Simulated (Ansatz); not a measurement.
The elements of this relaxed trial crystal are hidden behind letters.

```
lattice vectors (Å)
   4.2841    0.0000    0.0000
   0.0000    4.2841    0.0000
   0.0000    0.0000    4.2841
fractional positions
X 0.5000 0.5000 0.0000
X 0.0000 0.5000 0.5000
X 0.5000 0.0000 0.5000
Z 0.5000 0.5000 0.5000
Z 0.5000 0.0000 0.0000
Z 0.0000 0.5000 0.0000
Z 0.0000 0.0000 0.5000
```

These are results of DFT PBE, scalar-relativistic, plane waves, PAW in Ansatz, not measurements. Plane waves to 420 eV, a 10×10×10 mesh through Γ for the 7-atom cell and 0.10 eV Gaussian smearing; no spin polarisation.

* Space group: Pm-3m (No. 221)
* Conventional cell: a = 4.284 Å
* Volume per atom: 11.23 Å³
* Density: 13.00 g/cm³
* Formation energy: −0.43 eV/atom
* Gap on the 10×10×10 mesh of the 7-atom cell: 0 eV (a metal)

Energies are uncorrected and count from the elements' standard states at the same level.

Q: X is a d-block element of period 6 and Z is a p-block element of period 2. Which elements are they?

A: X = W, Z = O, so the formula is W3O4. Density times volume gives a mean mass of 13.00 × 11.23/1.6605 = 87.9 u per atom, and this set has 87.9 u. Around W lie 6 O at 2.14 Å; around O on a site of symmetry m-3m lie 6 W at 2.14 Å; O on a site of symmetry 4/mmm has 4 W at 2.14 Å. Other sets within the hints have nearly the same mass, so mass alone doesn't settle it; this one was computed.

Spin–orbit coupling, which can matter for W, is left out. The cell is a metal run without spin; a magnetic state may lie lower. A structure relaxed within its symmetry needn't be a true minimum.
